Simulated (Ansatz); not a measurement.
# Computed energy against volume: TiAl3 (D022 type, space group I4/mmm)

TiAl₃ (D022 type, space group I4/mmm)

```
TiAl3
1.0
   -1.92295     1.92295     4.30988
    1.92295    -1.92295     4.30988
    1.92295     1.92295    -4.30988
Al Ti
3 1
Direct
  0.50000   0.50000   0.00000
  0.75000   0.25000   0.50000
  0.25000   0.75000   0.50000
  0.00000   0.00000   0.00000
```

E(V) scan at fixed shape, V₀ the volume above. Symmetry pins the atoms to their sites.

Computed with PBE (plane waves to 420 eV, PAW, scalar-relativistic; Ansatz, a program for electronic structure). k mesh 18×18×18 (Γ-centred), Fermi-Dirac smearing 0.05 eV. Energies are smeared free energies. Compression counts positive. With the shape held, the modulus is that of even scaling; a crystal free to change shape is softer. TiAl3 is run without spin polarisation. TiAl3 was relaxed with its symmetry unable to fall. The zero of ΔE is the relaxed starting cell.

| V (Å³/cell) | ΔE (kJ/mol of atoms) | P (GPa) |
|---|---|---|
| 59.92 | 2.0 | 7.4 |
| 60.88 | 1.1 | 5.3 |
| 61.83 | 0.5 | 3.4 |
| 62.79 | 0.1 | 1.6 |
| 63.75 | 0.0 | 0.0 |
| 64.70 | 0.1 | -1.5 |
| 65.66 | 0.4 | -2.9 |
| 66.62 | 1.0 | -4.3 |
| 67.57 | 1.7 | -5.5 |

Read from the data:

* **Pressure at the smallest volume**: 7.4 GPa
* **Energy cost of the largest compression**: 21 meV/atom
* **Energy cost of the largest expansion**: 17 meV/atom
* **Bulk modulus at fixed cell shape B₀ (third-order Birch-Murnaghan fit)**: 106 GPa
* **Pressure derivative B₀′ (fit)**: 4.1
* **Equilibrium volume of the fit**: 15.94 Å³/atom
* **Pressure for 5 % compression (fit)**: 6.0 GPa

The 9 points together took very roughly 3 core-minutes.

(Under strain, the slope of the energy per volume gives the stress and its curvature an elastic modulus.)
